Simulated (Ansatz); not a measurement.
System: FePt, 2 atoms in the cell.

All numbers below come from PBE with spin–orbit coupling, all-electron LAPW, point nucleus in Ansatz.

k-mesh 8×8×6 Γ-centred; Fermi–Dirac smearing of 0.1 eV; starting moments Fe1 3 μB along [0, 0, 1].

```
Fe Pt
1.0
     2.73000    0.00000    0.00000
     0.00000    2.73000    0.00000
     0.00000    0.00000    3.71000
Fe Pt
1 1
Direct
  0.00000 0.00000 0.00000
  0.50000 0.50000 0.50000
```

Question: Is the cell under compression or tension, and by how much?

Answer: The pressure is 2.57 GPa, so at these settings the cell is compressed and would expand.

The k-mesh is modest, so these values aren't fully converged in k. One magnetic order was tried; another may lie lower.
